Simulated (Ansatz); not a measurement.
KF:
```yaml
crystal:
  lattice:
    - [0.00000, 2.58128, 2.58128]
    - [2.58128, 0.00000, 2.58128]
    - [2.58128, 2.58128, 0.00000]
  atoms:
    - { symbol: K, position: [0.00000, 0.00000, 0.00000] }
    - { symbol: F, position: [0.50000, 0.50000, 0.50000] }
```

Relaxed with LDA.

Problem. Give the optical modes at the zone centre with their infrared and Raman activity from DFPT, plane-wave PAW LDA (Ansatz code).

Solution. Transverse frequencies, without the LO–TO term; a row sums one degenerate level.

```
ω (cm⁻¹)  degeneracy  IR ((D/Å)²/amu)  Raman (Å⁴/amu)  activity  symmetry
--------  ----------  ---------------  --------------  --------  --------
210                3             7.16               0        IR       T1u
```

Problem. How high does the top mode go among those that the LO–TO term moves?

Solution. 339 cm⁻¹ for q along x.

Space group Fm-3m (rock salt). The cell was relaxed with LDA under the symmetry of its start; phonons on a q-mesh show no instability.

Potentials: the later of the program's two PAW sets.
